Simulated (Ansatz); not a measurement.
Space group P6_3mc (No. 186). a = 6.906 Å, b = 6.906 Å, c = 5.590 Å, α = 90.00°, β = 90.00°, γ = 120.00°
```csv
atom,site,symmetry,x,y,z
In,6c,.m.,0.1696,0.8304,0.4980
Ga,2b,3m.,0.6667,0.3333,0.4995
N,6c,.m.,0.1770,0.8230,0.8865
N,2b,3m.,0.6667,0.3333,0.8470
```

Equation of state of this In3GaN4 structure (not necessarily the ground state), with shape and atoms relaxed at each volume where symmetry leaves them free. The calculation used DFT r2SCAN, scalar-relativistic, plane waves, PAW (Ansatz).

Cutoff 500 eV; k points 6×6×6 on the computed 16-atom cell (Γ-centred); Gaussian smearing, width 0.01 eV; no spin polarisation.

```
V (Å³/atom) E − E(largest V) (meV/atom) P (GPa) gap on mesh (eV)
     12.701                        66.86    25.83              0.87
     13.134                         8.36    17.69              0.76
     13.567                       -29.86    10.79              0.65
     14.000                       -50.92     4.95              0.53
     14.433                       -57.41    -0.01              0.42
     14.866                       -51.56    -4.21              0.30
     15.299                       -35.25    -7.76              0.19
     15.876                         0.00   -11.66              0.05
```

**Question.** Fit a third-order Birch–Murnaghan equation to E(V).

**Answer.** V0 = 14.43 Å³/atom, B0 = 152 GPa, B0' = 4.5.

The gaps are read on the mesh, which can miss the band edges, so they can be too wide.

Cost: 8 runs of about 47 core-minutes in all, on Intel Xeon Platinum 8488C (Sapphire Rapids) (shared hosts).